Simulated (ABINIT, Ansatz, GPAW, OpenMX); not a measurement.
Ag: 4 runs at one level of theory

```xyz
5
Lattice="2.8894 0.0000 0.0000 -1.4447 2.5023 0.0000 0.0000 0.0000 24.4367" Properties=species:S:1:pos:R:3 pbc="T T T"
Ag    1.4447    0.8341    7.5000
Ag    0.0000    1.6682    9.8592
Ag    0.0000    0.0000   12.2183
Ag    1.4447    0.8341   14.5775
Ag    0.0000    1.6682   16.9367
```

Alike in all runs: functional PBE; k mesh 11 × 11 × 1; occupations fermi-dirac, width 0.05 eV; no spin polarisation; no spin-orbit coupling.

```csv
program and potentials,plane-wave cutoff (eV),notes,largest force (eV/Å)
"Ansatz, Ansatz PAW",420,19 valence electrons an atom on average,0.166
"GPAW, GPAW PAW data sets (gpaw-data 1.2.1)",450,17 valence electrons an atom on average,?
"OpenMX, OpenMX 2013 PBE set, Ag7.0-s3p2d2, grid cutoff 400 Ry",-,atomic basis; 17 valence electrons an atom on average,0.284
"ABINIT, JTH PAW PBE v2.0",463,11 valence electrons an atom on average,0.172
```

Estimate from the other rows what the run with GPAW, GPAW PAW data sets (gpaw-data 1.2.1) gave.

Largest force 0.164 eV/Å. The other rows, which needn't bracket it: largest force 0.166 to 0.284.
